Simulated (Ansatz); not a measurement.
Input and command of a calculation in Ansatz (plane waves; scalar-relativistic PAW potentials unless the input names others):

```yaml
crystal:
  lattice:
    - [7.0767699817, 0.0, 0.0]
    - [-3.5383849908, 6.1286625809, 0.0]
    - [0.0, 0.0, 6.9629213549]
  atoms:
    - { symbol: In, position: [0.3602894612, 0.2640476591, 0.3145258884] }
    - { symbol: In, position: [0.7359523409, 0.0962418021, 0.6478592217] }
    - { symbol: In, position: [0.9037581979, 0.6397105388, 0.981192555] }
    - { symbol: In, position: [0.2640476591, 0.3602894612, 0.6854741116] }
    - { symbol: In, position: [0.0962418021, 0.7359523409, 0.3521407783] }
    - { symbol: In, position: [0.6397105388, 0.9037581979, 0.018807445] }
    - { symbol: P, position: [0.5174445046, 0.0, 0.3333333333] }
    - { symbol: P, position: [0.0, 0.5174445046, 0.6666666667] }
    - { symbol: P, position: [0.4825554954, 0.4825554954, 0.0] }
basis:
  ecutwfc: 420
kpoints:
  mp_grid: { grid: [6, 6, 6] }
hamiltonian:
  xc: pbe
  dispersion: d3bjatm
scf:
  occupations: { method: gaussian, width: 0.1 }
output:
  forces: true
  eigenvalues: true
  stress: true
```

```bash
ansatz run input.yaml --threads 1 --pin off --max-ram 2560MiB --backend cpu --events-out ev --progress --plain --runs-dir out
```

Abridged log:
```
Basis set: ecut = 420 eV, 5909 PW (Γ), exchange–correlation on 96×96×96 points (8 copies of the dense FFT grid, shifted against one another)
Bands: 56, of which v1, the nominal top of the filled ones, is band 47 counted from 1 (46 counted from 0)
Symmetry: 6 space group operations
k-points: 34 of 216 (time reversal used)
SCF iter   1: F=—  HF=-35854.397636 eV  |F-HF|=—  |Δ(HF+E_count)|=         —  Δρ=2.69e-3  dr2=4.01e-2  ethr=1.77e-3  ⟨swp⟩=8.2  Hψ=8040  notcnv=0
SCF iter   2: F=—  HF=-35854.393007 eV  |F-HF|=—  |Δ(HF+E_count)|=   4.63e-3  Δρ=1.38e-3  dr2=7.29e-3  ethr=4.32e-5  ⟨swp⟩=2.1  Hψ=3820  notcnv=0  defer=17
SCF iter   3: F=—  HF=-35854.393258 eV  |F-HF|=—  |Δ(HF+E_count)|=   2.51e-4  Δρ=7.40e-4  dr2=2.69e-3  ethr=7.84e-6  ⟨swp⟩=2.2  Hψ=3416  notcnv=0  defer=17
SCF iter   4: F=—  HF=-35854.392701 eV  |F-HF|=—  |Δ(HF+E_count)|=   5.57e-4  Δρ=2.67e-4  dr2=3.68e-4  ethr=2.89e-6  ⟨swp⟩=3.0  Hψ=3746  notcnv=0  defer=17
SCF iter   5: F=—  HF=-35854.392628 eV  |F-HF|=—  |Δ(HF+E_count)|=   7.28e-5  Δρ=8.02e-5  dr2=4.22e-5  ethr=3.96e-7  ⟨swp⟩=2.9  Hψ=3674  notcnv=0  defer=17
SCF iter   6: F=—  HF=-35854.392752 eV  |F-HF|=—  |Δ(HF+E_count)|=   1.24e-4  Δρ=1.56e-5  dr2=1.64e-6  ethr=4.54e-8  ⟨swp⟩=3.0  Hψ=3745  notcnv=0  defer=17
SCF iter   7: F=—  HF=-35854.392752 eV  |F-HF|=—  |Δ(HF+E_count)|=   5.91e-7  Δρ=6.00e-6  dr2=1.31e-7  ethr=1.77e-9  ⟨swp⟩=2.1  Hψ=3288  notcnv=0  defer=17
SCF iter   8: F=-35854.392752 eV  HF=-35854.392752 eV  |F-HF|=5.97e-10  |Δ(HF+E_count)|=   8.26e-9  Δρ=1.61e-6  dr2=1.16e-8  ethr=1.08e-10  ⟨swp⟩=13.0  Hψ=8337  notcnv=0
SCF 1 converged in 8 iterations: F = -35854.392752 eV  dr2 = 1.16e-8
SCF converged after 8 iterations
Free energy (F): -35854.392752 eV
Harris-Foulkes:  -35854.392752 eV  (|F-HF|=5.97e-10)
Internal energy: -35854.364569 eV  (E = F + TS)
E sigma→0 (E₀):  -35854.378661 eV
Entropy (-TS):   -0.028184 eV (-3.132 meV/atom)
Fermi energy:    5.534030 eV
  E_disp       = -2.076791  (pairwise vdW)
--- Forces (eV/Å), atoms counted from 1 ---
  atom   1  In    -0.01316913     0.02115027     0.00060969
  atom   2  In    -0.01173211    -0.02197994     0.00060969
  atom   3  In     0.02490124     0.00082966     0.00060969
  atom   4  In     0.02490124    -0.00082966    -0.00060969
  atom   5  In    -0.01316913    -0.02115027    -0.00060969
  atom   6  In    -0.01173211     0.02197994    -0.00060969
  atom   7  P      0.01714225     0.00000000     0.00000000
  atom   8  P     -0.00857113     0.01484563     0.00000000
  atom   9  P     -0.00857113    -0.01484563     0.00000000
--- Stress (GPa, compression-positive) ---
       -1.156310       0.000000       0.000000
        0.000000      -1.156310       0.000000
        0.000000       0.000000      -1.197634
  P = ⅓ Tr σ = -1.1701 GPa (-11.701 kbar)
```

Apart from outputs, empty bands and the relaxation, which only the reference makes, the input differs from a reference run on usual settings in hamiltonian.dispersion: not typed → "d3bjatm". The reference, at the same geometry, ended its own course with pressure 0.00 GPa, largest force 0.011 eV/Å, no gap on the mesh. This run converged in 8 SCF iterations with an energy at zero smearing 231 meV/atom below the reference's (the Hamiltonian itself differs), pressure -1.17 GPa, largest force 0.025 eV/Å, no gap on the mesh.

Time: 30 s on 1 thread of Intel(R) Xeon(R) 6975P-C (Granite Rapids), on a shared host, peak memory 0.74 GiB.